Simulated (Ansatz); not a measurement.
The elements of this relaxed trial crystal are hidden behind letters.

```
lattice vectors (Å)
   4.7374    0.0000    0.0000
  -2.3687    4.1027    0.0000
   0.0000    0.0000    3.2961
fractional positions
X 0.3333 0.6667 0.2329
X 0.6667 0.3333 0.7671
Z 0.0000 0.0000 0.0000
```

Theory: DFT PBE, scalar-relativistic, plane waves, PAW (Ansatz 0.2.0). Settings of the last relaxation (3-atom cell): 420 eV, 12×12×14 k points, Gaussian smearing of 0.10 eV, no spin polarisation.

- Space group: P-3m1 (No. 164)
- Conventional cell: a = 4.737 Å, c = 3.296 Å
- Volume per atom: 21.35 Å³
- Density: 6.65 g/cm³
- Energy over the elements: −0.79 eV/atom
- Gap on the 12×12×14 mesh of the 3-atom cell: 0 eV (a metal)

Energies are uncorrected and count from the elements' standard states at the same level.

Problem. X is a p-block element of period 5 and Z is a p-block element of period 2. Which elements are they?

Solution. X = Sn, Z = F, so the formula is Sn2F. Density times volume gives a mean mass of 6.65 × 21.35/1.6605 = 85.5 u per atom, and this set has 85.5 u. Among the elements that the hints allow, noble gases aside, only these give it. Sn has 3 F at 2.84 Å, 8 Sn at 3.14–3.30 Å and 3 F at 3.72 Å; F has 6 Sn at 2.84 Å, 2 F at 3.30 Å and 6 Sn at 3.72 Å (long against covalent radii, as for large ions).

An odd number of electrons in the primitive cell allows no gap without spin; a larger cell or a magnetic state could open one. Symmetry constrained the relaxation, so the result can be a saddle point. Another cell of Sn2F relaxed alike, in P6_3/mmc, lies 12 meV/atom lower, so this cell isn't the stable form at this level.
